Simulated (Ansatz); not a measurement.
HfN (rock salt, space group No. 225), a = 4.5017 Å, b = 4.5017 Å, c = 4.5017 Å, α = 90.00°, β = 90.00°, γ = 90.00°; the cell used has 2 atoms.

Relaxed with PBEsol.

Q: Which orbitals make up the states near the Fermi level in PBEsol (plane waves, PAW; program Ansatz)?

A: Within 0.5 eV of the Fermi level: Hf 5d 76 %, N 2p 19 %. Projections are on Löwdin-orthogonalised atomic valence shells; empty p or d shells of many metals are not among them.

Q: Tabulate the density of states.

A: States/eV per cell of 2 atoms, in 0.25 eV bins, energy from the Fermi level.

| E (eV) | total | Hf 5d | N 2p | Hf 6s |
|---|---|---|---|---|
| -7.85 | 0.66 | 0.22 | 0.34 | 0.07 |
| -7.60 | 0.87 | 0.27 | 0.46 | 0.09 |
| -7.35 | 0.89 | 0.26 | 0.50 | 0.09 |
| -7.10 | 0.95 | 0.25 | 0.55 | 0.10 |
| -6.85 | 0.93 | 0.22 | 0.56 | 0.10 |
| -6.60 | 0.68 | 0.16 | 0.42 | 0.06 |
| -6.35 | 0.59 | 0.14 | 0.37 | 0.04 |
| -6.10 | 1.45 | 0.47 | 0.91 | 0.03 |
| -5.85 | 2.59 | 0.81 | 1.67 | 0.02 |
| -5.60 | 3.93 | 1.11 | 2.62 | 0.01 |
| -5.35 | 2.74 | 0.84 | 1.77 | 0.01 |
| -5.10 | 1.74 | 0.55 | 1.12 | 0.00 |
| -4.85 | 1.35 | 0.42 | 0.88 | 0.00 |
| -4.60 | 1.09 | 0.32 | 0.73 | 0.00 |
| -4.35 | 0.89 | 0.24 | 0.62 | 0.00 |
| -4.10 | 0.74 | 0.17 | 0.54 | 0.00 |
| -3.85 | 0.52 | 0.09 | 0.41 | 0.00 |
| -3.60 | 0.21 | 0.03 | 0.17 | 0.00 |
| -3.35 | 0.14 | 0.03 | 0.10 | 0.00 |
| -3.10 | 0.12 | 0.04 | 0.07 | 0.00 |
| -2.85 | 0.11 | 0.06 | 0.04 | 0.00 |
| -2.60 | 0.14 | 0.09 | 0.05 | 0.00 |
| -2.35 | 0.18 | 0.12 | 0.05 | 0.00 |
| -2.10 | 0.21 | 0.15 | 0.06 | 0.00 |
| -1.85 | 0.25 | 0.18 | 0.07 | 0.00 |
| -1.60 | 0.29 | 0.21 | 0.07 | 0.00 |
| -1.35 | 0.33 | 0.24 | 0.08 | 0.00 |
| -1.10 | 0.37 | 0.27 | 0.08 | 0.00 |
| -0.85 | 0.41 | 0.31 | 0.09 | 0.00 |
| -0.60 | 0.47 | 0.35 | 0.09 | 0.00 |
| -0.35 | 0.54 | 0.42 | 0.10 | 0.01 |
| -0.10 | 0.59 | 0.45 | 0.11 | 0.01 |
| 0.15 | 0.62 | 0.47 | 0.12 | 0.01 |
| 0.40 | 0.64 | 0.49 | 0.12 | 0.01 |
| 0.65 | 0.67 | 0.51 | 0.12 | 0.01 |
| 0.90 | 0.72 | 0.54 | 0.13 | 0.02 |
| 1.15 | 0.73 | 0.56 | 0.12 | 0.02 |
| 1.40 | 0.73 | 0.56 | 0.12 | 0.02 |
| 1.65 | 0.75 | 0.58 | 0.11 | 0.02 |
| 1.90 | 0.81 | 0.62 | 0.12 | 0.02 |
| 2.15 | 0.88 | 0.68 | 0.12 | 0.03 |
| 2.40 | 1.01 | 0.77 | 0.13 | 0.04 |
| 2.65 | 1.16 | 0.88 | 0.16 | 0.05 |
| 2.90 | 1.30 | 0.98 | 0.18 | 0.05 |
| 3.15 | 1.46 | 1.10 | 0.20 | 0.06 |
| 3.40 | 1.83 | 1.39 | 0.25 | 0.06 |
| 3.65 | 2.09 | 1.63 | 0.28 | 0.07 |
| 3.90 | 1.72 | 1.35 | 0.20 | 0.07 |
| 4.15 | 1.61 | 1.25 | 0.18 | 0.07 |
| 4.40 | 1.58 | 1.22 | 0.17 | 0.09 |
| 4.65 | 1.56 | 1.17 | 0.17 | 0.10 |

Space group Fm-3m (rock salt). The PBEsol relaxation kept the symmetry of its start. No spin polarisation was allowed. With an odd number of electrons in the cell and no spin polarisation, the count alone makes it a metal. Scalar-relativistic: spin–orbit coupling is off unless named, which matters more the heavier the elements.

Potentials: the later of the program's two PAW sets.
